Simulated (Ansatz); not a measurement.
# PtS2

Computed with Ansatz (plane waves, PAW, 500 eV cutoff): r²SCAN, scalar-relativistic, no spin polarisation, 8×8×4 k-mesh, Gaussian smearing of 0.05 eV. The datasets are Ansatz's generated set soft_2.

```cif
data_structure
_symmetry_space_group_name_H-M 'P-3m1'
_symmetry_Int_Tables_number 164
_cell_length_a 3.5478
_cell_length_b 3.5478
_cell_length_c 5.5957
_cell_angle_alpha 90.000
_cell_angle_beta 90.000
_cell_angle_gamma 120.000
_cell_volume 61.00
loop_
_atom_site_label
_atom_site_type_symbol
_atom_site_symmetry_multiplicity
_atom_site_Wyckoff_symbol
_atom_site_fract_x
_atom_site_fract_y
_atom_site_fract_z
_atom_site_occupancy
Pt1 Pt 1 a 0.00000 0.00000 0.00000 1
S1 S 2 d 0.33333 0.66667 0.22042 1
```

The chain of runs began from a cell as deposited in COD, expanded in volume. Of that entry: the entry's cell lengths or inner coordinates differ somewhat from later room-temperature determinations. The relaxation kept the space group but changed the cell's proportions, one axis by 7 % at equal volume, so the results may not describe the measured structure. The database's entry of this formula in the relaxed cell's space group, P-3m1, has axes of 3.543 × 3.543 × 5.039 Å and 18.26 Å³/atom (1965), the relaxed one 3.548 × 3.548 × 5.596 Å and 20.33.

At this volume the pressure is 0.05 GPa.

The run used a cell of 3 atoms; the mesh refers to it.

```
Volume             : 20.33 Å³/atom
Bader charges      : Pt 0.54; S -0.27 e
Elastically stable : yes
```

Question: What does r²SCAN give for the shear modulus (Hill)?

Answer: 24 GPa.

Question: What does r²SCAN give for the band gap?

Answer: 1.37 eV.

Within 0.6 eV of the edges the projected states are 79 % S 3p at the top of the valence band and 59 % S 3p at the bottom of the conduction band. 

 Scalar-relativistic only: spin–orbit splittings of the heavy atoms' levels are missing. The structure is built of weakly bound layers, and this functional has no dispersion term, so their spacing and all that hangs on it (volume, the soft elastic constants, low modes, dielectric constants) are poorly given.
